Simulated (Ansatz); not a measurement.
## ZrH: strain and displacement

```xyz
4
Lattice="3.2428 0.0000 0.0000 0.0000 3.2428 0.0000 0.0000 0.0000 4.9480" Properties=species:S:1:pos:R:3 pbc="T T T"
Zr    0.0000    1.6214    0.0000
Zr    1.6214    0.0000    2.4740
H     0.0000    0.0000    3.7110
H     0.0000    0.0000    1.2370
```

Atom numbers follow the list: Zr1, Zr2, H3, H4.

The cell comes from COD entry 1540981, which wasn't checked; take it as a given geometry.

Level of theory: DFT, PBEsol, all-electron PAW with datasets made for the crystal, scalar-relativistic in Ansatz 0.2.0.

Settings: a Γ-centred 9×9×6 k mesh, Fermi–Dirac smearing of 0.02 eV, cutoff 280 eV (chosen by the program for this cell), no spin polarisation.

The unchanged cell is at -2.56 GPa.

In a metal, stresses and small energies carry noise from the k mesh.

x, y and z are the Cartesian axes of the cell as listed; fractional coordinates follow a strain, and an engineering shear is twice the off-diagonal strain component.

(1) With this change (equal xy, yz and zx engineering shear strains of -2 %), what becomes of the energy and stress and forces?

(2) With this change (equal xy, yz and zx engineering shear strains of -1 %), what becomes of the energy and stress and forces?

(3) With this change (equal xy, yz and zx engineering shear strains of +1 %), what becomes of the energy and stress and forces?

(4) With this change (equal xy, yz and zx engineering shear strains of +2 %), what becomes of the energy and stress and forces?

## Answers

(1) Energy change +3 meV/atom; stress change (xx, yy, zz, yz, xz, xy) 0.05, 0.05, 0.16, 1.73, 1.73, 0.14 GPa, compression positive; change of the force on H3 (0.113, -0.113, 0.000) eV/Å.

(2) Energy change under 1 meV/atom; stress change (xx, yy, zz, yz, xz, xy) 0.02, 0.02, 0.03, 0.84, 0.84, 0.07 GPa, compression positive; change of the force on H4 (-0.056, 0.056, 0.000) eV/Å.

(3) Energy change under 1 meV/atom; stress change (xx, yy, zz, yz, xz, xy) 0.02, 0.02, 0.02, -0.80, -0.80, -0.03 GPa, compression positive; change of the force on H3 (-0.056, 0.056, 0.000) eV/Å.

(4) Energy change +3 meV/atom; stress change (xx, yy, zz, yz, xz, xy) 0.05, 0.05, 0.14, -1.56, -1.56, 0.03 GPa, compression positive; change of the force on H3 (-0.111, 0.111, 0.000) eV/Å.
